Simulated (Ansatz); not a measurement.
Values for one crystal, relaxed and computed with r²SCAN (plane waves, PAW; program Ansatz); other levels are named.

- Volume per atom = 14.39 Å³
- Electronic character = metallic (no gap)
- Highest zone-centre frequency = 365 cm⁻¹
- Debye temperature from the elastic constants = 487 K
- Density of states at the Fermi level = 0.49 states/eV per atom (mean over ±0.08 eV)
- Zone-centre stability = no imaginary mode at Γ
- Poisson's ratio = 0.32

### Question
Which of these materials gives this?
A) TiSi, Cmmm (Ti on 2b, Si on 2d)
B) SiGe, CsCl type
C) SiSnGeC, Pmm2 (C on 1a, Si on 1c, Ge on 1d, Sn on 1b)
D) SiNi2, Pnma (Si on 4c, Ni on 4c, Ni on 4c)

### Answer
A, TiSi, Cmmm (Ti on 2b, Si on 2d)

The workflow started from a Materials Project entry (that database holds measured and hypothetical structures alike); the Crystallography Open Database copy checked does not list it. COD files the formula under space group No. 25, so this cell is another polymorph or a model. Its standing as an ambient phase is unchecked. The r²SCAN relaxation kept the symmetry of its start. No spin polarisation was allowed. As this level gives no gap, shear constants depend on the k-mesh and smearing (Fermi–Dirac, 0.1 eV here). As this level gives no gap, phonon frequencies hold no LO–TO term and depend on the k-mesh and smearing (Fermi–Dirac, 0.1 eV here). On the denser mesh and wider smearing of the elastic run this cell carries a stress of 0.3 GPa.

Potentials: the earlier of the program's two PAW sets.
